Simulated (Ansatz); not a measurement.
The elements of this relaxed trial crystal are hidden behind letters.

```
lattice vectors (Å)
  -1.7787    1.7787    3.2495
   1.7787   -1.7787    3.2495
   1.7787    1.7787   -3.2495
fractional positions
X 0.0000 0.0000 0.0000
Z 0.7500 0.2500 0.5000
Z 0.2500 0.7500 0.5000
Z 0.5000 0.5000 0.0000
```

All numbers below come from DFT PBE, scalar-relativistic, plane waves, PAW (Ansatz 0.2.0). Cutoff 420 eV, Γ-centred 18×18×18 mesh (4-atom cell), Gaussian smearing of 0.10 eV, collinear spin.

| Quantity | Value |
| --- | --- |
| Space group | I4/mmm (No. 139) |
| Conventional cell | a = 3.557 Å, c = 6.499 Å |
| Volume per atom | 10.28 Å³ |
| Density | 9.73 g/cm³ |
| Energy over the elements | −0.89 eV/atom |
| Gap on the 18×18×18 mesh of the 4-atom cell | 0 eV (a metal) |
| Net moment per atom | 0.74 μB |

Energies are uncorrected and count from the elements' standard states at the same level.

**Question.** X is a d-block element of period 6 and Z is a p-block element of period 2. Which elements are they?

**Answer.** X = W, Z = F, so the formula is WF3. Density times volume gives a mean mass of 9.73 × 10.28/1.6605 = 60.2 u per atom, and this set has 60.2 u. Among the elements that the hints allow, noble gases aside, only these give it. Around W lie 12 F at 2.41–2.52 Å; around F on a site of symmetry -4m2 lie 4 W at 2.41 Å and 8 F at 2.41–2.52 Å; F on a site of symmetry 4/mmm has 8 F at 2.41 Å and 4 W at 2.52 Å.

Spin–orbit coupling, which can matter for W, is left out. The magnetic state reached may not be the lowest. Symmetry constrained the relaxation, so the result can be a saddle point. Another cell of WF3 relaxed alike, in Pm-3m, lies 0.90 eV/atom lower, so this cell isn't the stable form at this level.
